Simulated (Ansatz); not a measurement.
FeCl₄ in space group Cmmm (No. 65; Fe on 2c, Cl on 4j, Cl on 4g), r²SCAN+D4 in the plane-wave PAW code Ansatz, all energies at zero smearing, with the estimated change up to a 700 eV cutoff added, with one set of potentials and settings (totals compare only within such a set). Cell of 5 atoms (1 Fe, 4 Cl): -8824.155 eV.

| element | reference phase | E (eV/atom) |
|---|---|---|
| Fe | Im-3m, 1 atoms in the cell, spin-polarised | -4486.0126 |
| Cl | Cmce, 4 atoms in the cell | -1083.6978 |

Formation energy per atom, worked out: (-8824.155 − 1×(-4486.0126) − 4×(-1083.6978))/5 = -0.670 eV/atom (-65 kJ per mol of atoms), at 0 K, without zero-point energy or fitted corrections.

The workflow started from a Materials Project entry (that database holds measured and hypothetical structures alike); the Crystallography Open Database copy checked does not list it. Its standing as an ambient phase is unchecked. The r²SCAN+D4 relaxation kept the symmetry of its start; its stability against distortions is not shown here. The final state is ferromagnetic, the only order run, not a proven ground state. The cell computed holds one magnetic atom, so no antiferromagnetic order was within reach. Other orbital occupations within this spin state were not tried. No Hubbard U is applied. The references are the lowest solids computed at this level, not always the standard phases (solids in place of the gases).

Potentials: the later of the program's two PAW sets.
